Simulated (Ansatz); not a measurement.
**BSe₂: Quadrupolar parameters**

The cell is a Materials Project structure (computed, not necessarily an observed phase), taken as it stands.

Space group P2_1/c (No. 14); a = 7.4224, b = 11.2570, c = 8.4157 Å, β = 117.83°.

| site | Wyckoff | site symmetry | x | y | z |
| --- | --- | --- | --- | --- | --- |
| B1 | 4e | 1 | 0.3224 | 0.3666 | 0.2318 |
| B5 | 4e | 1 | 0.5158 | 0.1328 | 0.2517 |
| Se9 | 4e | 1 | 0.2543 | 0.5353 | 0.2230 |
| Se13 | 4e | 1 | 0.5764 | 0.3022 | 0.2588 |
| Se17 | 4e | 1 | 0.2573 | 0.0780 | 0.2236 |
| Se21 | 4e | 1 | 0.1043 | 0.2640 | 0.2103 |

One atom of each set is listed.

Level of theory: DFT, r2SCAN, plane waves and PAW, scalar-relativistic, 500 eV cutoff, Γ-centred 5×3×4 k-points, Fermi–Dirac smearing 0.05 eV (Ansatz 0.2.0).

V_zz is the principal component of the electric field gradient with the largest magnitude, η = (V_xx − V_yy)/V_zz and C_Q = eQV_zz/h.

11B: I = 3/2, Q = 40.59 mb. Q values from Pyykkö, Mol. Phys. 116, 1328 (2018).

Q: Which values are expected at the nuclei?

A: 

```tsv
site	atoms	first shell	V_zz (10²¹ V/m²)	η	C_Q (MHz)
B1	4	3 Se at 1.93–1.96 Å	1.96	0.05	1.93
B5	4	3 Se at 1.92–1.96 Å	1.91	0.10	1.87
Se9	4	2 B at 1.96 Å, angle 110°	25.7	0.72	–
Se13	4	2 B at 1.93–1.95 Å, angle 99°	23.3	0.46	–
Se17	4	1 B at 1.92 Å, 1 Se at 2.36 Å, angle 99°	48.0	0.63	–
Se21	4	1 B at 1.93 Å, 1 Se at 2.36 Å, angle 99°	47.8	0.62	–
```

The structure holds Se–Se bonds (2.36 Å). At B1 and B5 V_zz stands upright on the plane through its three neighbours (within 1°) in each case. At Se9 and Se13 V_zz runs parallel to the line that joins its two neighbours (within 2°) in each case. At Se17 and Se21 V_zz points along the longer of its two bonds, to Se (within 11°) in each case.

Se has no stable isotope with a ground-state quadrupole moment in the table, so no C_Q is given.
